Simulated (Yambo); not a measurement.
G0W0@PBEsol for Li3BrO (anti-perovskite, space group Pm-3m, No. 221) in Yambo. Reference settings: 4×4×4 Γ-centred k mesh, bands 7 to 174 and a 7 Ry block in the screening, 174 bands in G with the Bruneval-Gonze terminator, plasmon pole fitted at 27.2 eV. The PBEsol gap M → M on this mesh is 4.29 eV; G0W0 gaps are taken between the same points.

With and without the terminator, as bands are cut:

| bands in G (in W) | gap, terminator (eV) | gap, none (eV) | valence shift, terminator (eV) | valence shift, none (eV) |
|---|---|---|---|---|
| 66 (174) | 6.388 | 6.091 | -1.111 | -0.517 |
| 112 (174) | 6.343 | 6.123 | -1.135 | -0.788 |
| 174 (174) | 6.334 | 6.197 | -1.146 | -0.957 |

Over this range the gap spans 0.054 eV with the terminator and 0.106 eV without, the valence shift 0.035 eV and 0.440 eV. Neither column has reached its limit for certain.

Spin-orbit coupling is included.

Geometry of the Materials Project entry, not relaxed at this level; primitive cell a = 3.949 Å, b = 3.949 Å, c = 3.949 Å, α = 90.00°, β = 90.00°, γ = 90.00°.

A shift is the quasiparticle energy of the state minus its PBEsol energy.
